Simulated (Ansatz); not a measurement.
**YAl₂Pd₅ (I4/mmm): electronic heat capacity and spin susceptibility from the density of states**

These are results of DFT PBEsol, scalar-relativistic, plane waves, PAW (Ansatz 0.2.0), not measurements.

Plane waves to 420 eV, a k mesh through Γ of 12×12×12 on the computed 8-atom cell and Gaussian smearing (0.10 eV); no spin polarisation.

Relaxed cell: I4/mmm, a = 4.086 Å, b = 4.086 Å, c = 14.759 Å, α = 90.00°, β = 90.00°, γ = 90.00°, 8 atoms in the primitive cell. Whether it is the stable form of this composition wasn't checked.

The density of states at the Fermi level is 1.893 states/eV in the cell of 8 atoms (1 formula unit; both spins, tetrahedra on a 18×18×18 mesh). Averaged over bins of 0.1 eV the density runs from 1.7 to 2.9 states/eV within 0.2 eV of the Fermi level, so the figure hangs on the exact place of that level.

Task: What Sommerfeld coefficient and Pauli susceptibility does this give?

Result: Per formula unit N(E_F) = 1.893 states/eV. γ = (π²/3) k_B² N(E_F) N_A = 2.357 mJ/(mol K²) per state/eV, so γ = 4.5 mJ/(mol K²), a mole of formula units. χ_P = μ_B² N(E_F) N_A = 3.23×10⁻⁵ emu/mol per state/eV gives 6.1×10⁻⁵ emu/mol. This is the bare band result: a measured γ of the same phase is as a rule larger by a factor 1 + λ from phonons and spin fluctuations, the spin part of χ is larger by the Stoner factor, and a measured χ also holds orbital and core terms. N(E_F) at one energy is sensitive to the mesh where the density of states has sharp peaks.

Cost: 1 run of about 7.7 core-minutes, on AMD EPYC 7R43 (Zen 3) (shared hosts).